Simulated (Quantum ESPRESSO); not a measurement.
## Si3F4O4 (finding a planted mistake in a log)

Simulated, not a measurement. The program is pw.x of Quantum ESPRESSO 7.5 (plane-wave density functional theory). The cell is made up: 11 atoms on a rutile lattice with one site empty, with randomly drawn elements, strain and displacements, not relaxed. PseudoDojo standard norm-conserving files (v0.5 for PBE, v0.4.1 for LDA and PBEsol) set the functional; there is no spin polarisation, spin-orbit coupling or dispersion term, and the masses in the input are unused placeholders.

Intended input:

```
&control calculation='scf', pseudo_dir='./dojo.nc.sr.pbe.v0_5.standard.upf', outdir='./o', disk_io='low', tprnfor=.true., tstress=.true. /
&system ibrav=0, nat=11, ntyp=3, nbnd=38, ecutwfc=84.00895049, nosym=.true., tot_charge=0,
 occupations='smearing', smearing='fd', degauss=0.0018374661
/
&electrons conv_thr=7.350e-09, electron_maxstep=60, /
ATOMIC_SPECIES
F 1.0 F.upf
O 1.0 O.upf
Si 1.0 Si.upf
CELL_PARAMETERS angstrom
4.3202 0.0 0.0
0.0 4.3202 0.0
0.0 0.0 5.5012
ATOMIC_POSITIONS angstrom
Si -0.0044 -0.002 0.0417
Si 2.1526 2.1457 1.3688
Si 2.1568 2.1818 4.1309
F 1.3459 1.3489 -0.0044
O 2.9988 2.9841 -0.0462
F 3.498 0.8325 1.382
O 0.8162 3.4406 1.3781
O 1.3088 1.301 2.7271
F 2.9711 3.0033 2.7629
F 3.4777 0.8267 4.1512
O 0.882 3.4604 4.1033
K_POINTS automatic
5 5 4 1 1 1
```

The log is shortened where brackets say so; the opening notice, blank lines, dates and the lines on written files are dropped, and the path of the files is cut. It prints rydbergs, bohrs and kilobars, and counts compression as positive stress. Where no state is partly filled, the Fermi energy that it prints is only some level between the filled and the empty states on the mesh, and need not lie in the true gap.

Log of the intended run:

```
     Program PWSCF v.7.5
     Parallel version (MPI & OpenMP), running on       4 processor cores
     Number of MPI processes:                 4
     Threads/MPI process:                     1
     [start-up lines left out]
     bravais-lattice index     =            0
     lattice parameter (alat)  =       8.1640  a.u.
     unit-cell volume          =     692.8859 (a.u.)^3
     number of atoms/cell      =           11
     number of atomic types    =            3
     number of electrons       =        64.00
     number of Kohn-Sham states=           38
     kinetic-energy cutoff     =      84.0090  Ry
     charge density cutoff     =     336.0358  Ry
     scf convergence threshold =      7.3E-09
     mixing beta               =       0.7000
     number of iterations used =            8  plain     mixing
     Exchange-correlation= PBE
                           (   1   4   3   4   0   0   0)
     [axes and pseudopotential details left out]
   Cartesian axes
     site n.     atom                  positions (alat units)
         1        Si     tau(   1) = (  -0.0010185  -0.0004629   0.0096523  )
         2        Si     tau(   2) = (   0.4982640   0.4966668   0.3168372  )
         3        Si     tau(   3) = (   0.4992361   0.5050229   0.9561826  )
         4        F      tau(   4) = (   0.3115365   0.3122309  -0.0010185  )
         5        O      tau(   5) = (   0.6941345   0.6907319  -0.0106939  )
         6        F      tau(   6) = (   0.8096847   0.1926994   0.3198926  )
         7        O      tau(   7) = (   0.1889264   0.7963983   0.3189899  )
         8        O      tau(   8) = (   0.3029489   0.3011435   0.6312439  )
         9        F      tau(   9) = (   0.6877228   0.6951761   0.6395306  )
        10        F      tau(  10) = (   0.8049859   0.1913569   0.9608814  )
        11        O      tau(  11) = (   0.2041572   0.8009814   0.9497940  )
     number of k points=    50  Fermi-Dirac smearing, width (Ry)=  0.0018
                       cart. coord. in units 2pi/alat
        k(    1) = (   0.1000000   0.1000000   0.0981649), wk =   0.0400000
        k(    2) = (   0.1000000   0.1000000   0.2944948), wk =   0.0400000
     [further k points left out]
     Dense  grid:    72113 G-vectors     FFT dimensions: (  48,  48,  64)
     Estimated max dynamical RAM per process >     165.03 MB
     Estimated total dynamical RAM >     607.30 MB
     Initial potential from superposition of free atoms
     starting charge      63.9981, renormalised to      64.0000
     Starting wfcs are   44 randomized atomic wfcs
     total cpu time spent up to now is        3.5 secs
     per-process dynamical memory:   132.6 Mb
     Self-consistent Calculation
     iteration #  1     ecut=    84.01 Ry     beta= 0.70
     Davidson diagonalization with overlap
     ethr =  1.00E-02,  avg # of iterations =  2.0
     total cpu time spent up to now is        9.7 secs
     total energy              =    -354.23427485 Ry
     estimated scf accuracy    <       2.41540273 Ry
     iteration #  2     ecut=    84.01 Ry     beta= 0.70
     Davidson diagonalization with overlap
     ethr =  3.77E-03,  avg # of iterations =  3.0
     total cpu time spent up to now is       16.1 secs
     total energy              =    -354.06993815 Ry
     estimated scf accuracy    <       5.19436639 Ry
     [iterations 3 to 10 left out]
     iteration # 11     ecut=    84.01 Ry     beta= 0.70
     Davidson diagonalization with overlap
     ethr =  5.24E-10,  avg # of iterations =  2.0
     total cpu time spent up to now is       65.3 secs
     total energy              =    -355.33622336 Ry
     estimated scf accuracy    <       0.00000006 Ry
     iteration # 12     ecut=    84.01 Ry     beta= 0.70
     Davidson diagonalization with overlap
     ethr =  8.75E-11,  avg # of iterations =  2.0
     total cpu time spent up to now is       70.4 secs
     End of self-consistent calculation
     [lines on levels left out]
     the Fermi energy is     8.8463 ev
!    total energy              =    -355.33622336 Ry
     estimated scf accuracy    <          6.0E-09 Ry
     smearing contrib. (-TS)   =      -0.00000000 Ry
     internal energy E=F+TS    =    -355.33622336 Ry
     The total energy is F=E-TS. E is the sum of the following terms:
     one-electron contribution =     -94.75578273 Ry
     hartree contribution      =      90.86343674 Ry
     xc contribution           =     -87.50706985 Ry
     ewald contribution        =    -263.93680753 Ry
     convergence has been achieved in  12 iterations
     Forces acting on atoms (cartesian axes, Ry/au):
     atom    1 type  3   force =     0.09959775   -0.28891558   -0.03298084
     atom    2 type  3   force =    -0.12156295    0.14853282    0.18492361
     atom    3 type  3   force =    -0.12490366    0.13473401   -0.19910048
     atom    4 type  1   force =    -0.01162264   -0.05000939    0.00335532
     atom    5 type  2   force =    -0.00220277   -0.05145788    0.04556174
     atom    6 type  1   force =    -0.02748146    0.03397291   -0.07405548
     atom    7 type  2   force =     0.03233543   -0.00813158   -0.10995847
     atom    8 type  2   force =     0.14316772    0.08061991    0.00052737
     atom    9 type  1   force =     0.02628451   -0.02232617   -0.01435513
     atom   10 type  1   force =    -0.01821529    0.03155050    0.07471428
     atom   11 type  2   force =     0.00460336   -0.00856954    0.12136809
     Total force =     0.563036     Total SCF correction =     0.000171
     Computing stress (Cartesian axis) and pressure
          total   stress  (Ry/bohr**3)                   (kbar)     P=      -92.26
  -0.00036347   0.00095245   0.00003125          -53.47      140.11        4.60
   0.00095245  -0.00049506   0.00000754          140.11      -72.83        1.11
   0.00003125   0.00000754  -0.00102303            4.60        1.11     -150.49
     init_run     :      3.24s CPU      3.36s WALL (       1 calls)
     electrons    :     66.62s CPU     66.89s WALL (       1 calls)
     forces       :      1.13s CPU      1.14s WALL (       1 calls)
     stress       :      3.89s CPU      3.89s WALL (       1 calls)
     [timing details left out]
     PWSCF        :   1m15.09s CPU   1m15.54s WALL
     JOB DONE.
```

A second run was made from an input with one planted mistake. Its log:

```
     Program PWSCF v.7.5
     Parallel version (MPI & OpenMP), running on       4 processor cores
     Number of MPI processes:                 4
     Threads/MPI process:                     1
     [start-up lines left out]
     bravais-lattice index     =            0
     lattice parameter (alat)  =       8.1640  a.u.
     unit-cell volume          =     692.8859 (a.u.)^3
     number of atoms/cell      =           11
     number of atomic types    =            3
     number of electrons       =        63.00
     number of Kohn-Sham states=           38
     kinetic-energy cutoff     =      84.0090  Ry
     charge density cutoff     =     336.0358  Ry
     scf convergence threshold =      7.3E-09
     mixing beta               =       0.7000
     number of iterations used =            8  plain     mixing
     Exchange-correlation= PBE
                           (   1   4   3   4   0   0   0)
     [axes and pseudopotential details left out]
   Cartesian axes
     site n.     atom                  positions (alat units)
         1        Si     tau(   1) = (  -0.0010185  -0.0004629   0.0096523  )
         2        Si     tau(   2) = (   0.4982640   0.4966668   0.3168372  )
         3        Si     tau(   3) = (   0.4992361   0.5050229   0.9561826  )
         4        F      tau(   4) = (   0.3115365   0.3122309  -0.0010185  )
         5        O      tau(   5) = (   0.6941345   0.6907319  -0.0106939  )
         6        F      tau(   6) = (   0.8096847   0.1926994   0.3198926  )
         7        O      tau(   7) = (   0.1889264   0.7963983   0.3189899  )
         8        O      tau(   8) = (   0.3029489   0.3011435   0.6312439  )
         9        F      tau(   9) = (   0.6877228   0.6951761   0.6395306  )
        10        F      tau(  10) = (   0.8049859   0.1913569   0.9608814  )
        11        O      tau(  11) = (   0.2041572   0.8009814   0.9497940  )
     number of k points=    50  Fermi-Dirac smearing, width (Ry)=  0.0018
                       cart. coord. in units 2pi/alat
        k(    1) = (   0.1000000   0.1000000   0.0981649), wk =   0.0400000
        k(    2) = (   0.1000000   0.1000000   0.2944948), wk =   0.0400000
     [further k points left out]
     Dense  grid:    72113 G-vectors     FFT dimensions: (  48,  48,  64)
     Estimated max dynamical RAM per process >     165.03 MB
     Estimated total dynamical RAM >     607.30 MB
     Initial potential from superposition of free atoms
     starting charge      63.9981, renormalised to      63.0000
     Starting wfcs are   44 randomized atomic wfcs
     total cpu time spent up to now is        3.3 secs
     per-process dynamical memory:   132.6 Mb
     Self-consistent Calculation
     iteration #  1     ecut=    84.01 Ry     beta= 0.70
     Davidson diagonalization with overlap
     ethr =  1.00E-02,  avg # of iterations =  2.0
     total cpu time spent up to now is        9.1 secs
     total energy              =    -354.84604091 Ry
     estimated scf accuracy    <       2.38158951 Ry
     iteration #  2     ecut=    84.01 Ry     beta= 0.70
     Davidson diagonalization with overlap
     ethr =  3.78E-03,  avg # of iterations =  2.3
     total cpu time spent up to now is       14.9 secs
     total energy              =    -355.38715760 Ry
     estimated scf accuracy    <       2.34430414 Ry
     [iterations 3 to 11 left out]
     iteration # 12     ecut=    84.01 Ry     beta= 0.70
     Davidson diagonalization with overlap
     ethr =  1.27E-09,  avg # of iterations =  1.2
     total cpu time spent up to now is       65.5 secs
     total energy              =    -355.87502268 Ry
     estimated scf accuracy    <       0.00000007 Ry
     iteration # 13     ecut=    84.01 Ry     beta= 0.70
     Davidson diagonalization with overlap
     ethr =  1.09E-10,  avg # of iterations =  2.0
     total cpu time spent up to now is       70.3 secs
     End of self-consistent calculation
     [lines on levels left out]
     the Fermi energy is     6.7701 ev
!    total energy              =    -355.87502269 Ry
     estimated scf accuracy    <          2.6E-09 Ry
     smearing contrib. (-TS)   =      -0.00116236 Ry
     internal energy E=F+TS    =    -355.87386033 Ry
     The total energy is F=E-TS. E is the sum of the following terms:
     one-electron contribution =     -95.66189839 Ry
     hartree contribution      =      90.17961965 Ry
     xc contribution           =     -86.45477406 Ry
     ewald contribution        =    -263.93680753 Ry
     convergence has been achieved in  13 iterations
     Forces acting on atoms (cartesian axes, Ry/au):
     atom    1 type  3   force =     0.02083328   -0.22312753   -0.02850350
     atom    2 type  3   force =    -0.05024923    0.13124835    0.14793039
     atom    3 type  3   force =    -0.04929558    0.10607260   -0.16594227
     atom    4 type  1   force =    -0.02447048   -0.05177648    0.00096511
     atom    5 type  2   force =    -0.00503001   -0.03908721    0.04209224
     atom    6 type  1   force =    -0.02825571    0.03289858   -0.06928986
     atom    7 type  2   force =     0.04362533   -0.01062704   -0.08461397
     atom    8 type  2   force =     0.08823390    0.06327179    0.00838323
     atom    9 type  1   force =     0.00670332   -0.03013085   -0.01325802
     atom   10 type  1   force =    -0.01673478    0.02868939    0.07079580
     atom   11 type  2   force =     0.01463994   -0.00743160    0.09144085
     Total force =     0.429047     Total SCF correction =     0.000072
     Computing stress (Cartesian axis) and pressure
          total   stress  (Ry/bohr**3)                   (kbar)     P=     -314.20
  -0.00175260   0.00076580  -0.00000911         -257.82      112.65       -1.34
   0.00076580  -0.00206466   0.00001688          112.65     -303.72        2.48
  -0.00000911   0.00001688  -0.00259043           -1.34        2.48     -381.07
     init_run     :      2.97s CPU      3.07s WALL (       1 calls)
     electrons    :     66.67s CPU     66.94s WALL (       1 calls)
     forces       :      1.13s CPU      1.14s WALL (       1 calls)
     stress       :      3.84s CPU      3.84s WALL (       1 calls)
     [timing details left out]
     PWSCF        :   1m14.91s CPU   1m15.34s WALL
     JOB DONE.
```

Question: what was wrong in the second input?

Answer: the cell has the wrong charge. The input lines that differ, file-writing options aside:

```
- &system ibrav=0, nat=11, ntyp=3, nbnd=38, ecutwfc=84.00895049, nosym=.true., tot_charge=0,
+ &system ibrav=0, nat=11, ntyp=3, nbnd=38, ecutwfc=84.00895049, nosym=.true., tot_charge=1,
```

|  | intended run | run with the mistake |
| --- | --- | --- |
| free energy (eV) | -4834.596 | -4841.926 |
| smearing term -TS (eV) | 0.0000 | -0.0158 |
| pressure (GPa) | -9.23 | -31.42 |
| largest force component (eV/Å) | 7.428 | 5.737 |
| largest change of a force component (eV/Å) |  | 2.025 |
| iterations | 12 | 13 |

For scale, a rerun of the intended cell at a cutoff of 1437 eV and k mesh 7 x 7 x 6 moved values by no more than 0.003 eV in energy, 0.03 GPa in stress and 0.003 eV/Å in force. The charged cell sits in a uniform background, so its energy and stress rest on the program's zero of potential.